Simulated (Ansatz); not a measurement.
# Property card for Na

Na:
```cif
data_Na2
_chemical_formula_sum 'Na2'
_space_group_name_H-M_alt 'P 1'
_space_group_IT_number 1
_cell_length_a 5.29296
_cell_length_b 5.29296
_cell_length_c 5.29296
_cell_angle_alpha 60.000
_cell_angle_beta 60.000
_cell_angle_gamma 60.000
loop_
_space_group_symop_operation_xyz
  'x, y, z'
loop_
_atom_site_label
_atom_site_type_symbol
_atom_site_fract_x
_atom_site_fract_y
_atom_site_fract_z
_atom_site_occupancy
Na1 Na 0.00000 0.00000 0.00000 1
Na2 Na 0.25000 0.25000 0.25000 1
```

Space group Fd-3m (No. 227), diamond; conventional cell a = b = c = 7.4854 Å, α = β = γ = 90.00°.

Method: DFT-PBEsol in the program Ansatz with PAW potentials. Structure relaxed to zero pressure with the same functional. Other levels are named where they apply.

**Cell and energy**

```json
{
 "volume_per_atom": "52.43 Å³",
 "density": "0.73 g/cm³"
}
```

**Electronic structure**

```json
{
  "electronic_character": "metallic (no gap)",
  "Density of states at the Fermi level": "0.58 states/eV per atom (mean over ±0.08 eV)"
}
```

**Mechanics**

```json
{
 "Bulk modulus (Birch–Murnaghan fit)": "3.1 GPa",
 "Pressure derivative B′": "3.5",
 "Elastic constants (relaxed ions, GPa)": "C11 = 0.0, C12 = 4.7, C44 = -6.8",
 "mechanical_stability": "unstable (C has a negative eigenvalue)"
}
```

**Phonons**

```json
{
 "highest_zone_centre_frequency": "118 cm⁻¹",
 "zone_centre_stability": "no imaginary mode at Γ"
}
```

The start of the workflow was typed in or built on a structure type; neither database checked (COD, Materials Project) lists it. It is not the phase usual at ambient conditions (space group No. 229). The cell was relaxed with PBEsol under the symmetry of its start. As this level gives no gap, shear constants depend on the k-mesh and smearing (Fermi–Dirac, 0.1 eV here). As this level gives no gap, phonon frequencies hold no LO–TO term and depend on the k-mesh and smearing (Fermi–Dirac, 0.1 eV here).

Potentials: the later of the program's two PAW sets.
